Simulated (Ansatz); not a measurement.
A geometry of RbAlF$_{4}$ away from equilibrium: the start of the relaxation of a relaxed RbAlF4 cell stretched uniformly to 150 % of its volume. Computed with r2SCAN (plane waves to 500 eV, PAW, scalar-relativistic; Ansatz, a program for electronic structure). Γ-centred k-mesh 6×6×4 on the run's cell (coarser than for final values), Fermi–Dirac smearing 0.05 eV.

```xyz
6
Lattice="4.1878 0.0000 0.0000 0.0000 4.1878 0.0000 0.0000 0.0000 7.1737" Properties=species:S:1:pos:R:3 pbc="T T T"
Rb     0.0000     0.0000     0.0000
Al     2.0939     2.0939     3.5869
F      2.0939     2.0939     5.6051
F      2.0939     2.0939     1.5687
F      2.0939     0.0000     3.5869
F      0.0000     2.0939     3.5869
```

Problem. What forces act on the atoms (eV/Å)?

Solution. 
| atom | Fx | Fy | Fz |
|---|---|---|---|
| Rb1 | 0.00 | 0.00 | 0.00 |
| Al2 | 0.00 | 0.00 | 0.00 |
| F3 | 0.00 | 0.00 | -2.65 |
| F4 | 0.00 | 0.00 | 2.65 |
| F5 | 0.00 | 0.00 | 0.00 |
| F6 | 0.00 | 0.00 | 0.00 |

Problem. What is the pressure?

Solution. -15.3 GPa, compression positive.

Problem. How much energy per atom can still be gained by relaxing?

Solution. 0.48 eV/atom; the path ends in P4/mmm (No. 123).

No spin polarisation in the result.

The run could not lose the symmetry of its start.
